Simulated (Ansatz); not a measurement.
SiW (rock salt, space group No. 225) at seven volumes, PBE (plane waves, PAW; program Ansatz), scaled uniformly. One row is withheld.

```tsv
V (Å³/atom)	P (GPa)
14.438	?
14.914	13.23
15.390	6.11
15.866	0.00
16.342	-5.24
16.818	-9.72
17.294	-13.55
```

Problem. Fit the shown pressures and predict the withheld one.

Solution. P = (3/2)B₀(x^(7/2) − x^(5/2))[1 + (3/4)(B′ − 4)(x − 1)] with x = (V₀/V)^(2/3). Least squares on the six rows gives V₀ = 15.866 Å³/atom, B₀ = 188 GPa, B′ = 4.16. At V = 14.438, x = 1.0649 and P = 21.58 GPa. The run itself gave 21.55 GPa.

Space group Fm-3m (rock salt). A made-up cell: these elements were put on the sites of a structure type; neither database checked (COD, Materials Project) lists it. Its standing as an ambient phase is unchecked. Symmetry was held in the PBE relaxation; whether a distortion lowers the energy is not shown. The run is not spin-polarised. Scalar-relativistic: spin–orbit coupling is off unless named, which matters more the heavier the elements.

Potentials: the later of the program's two PAW sets.
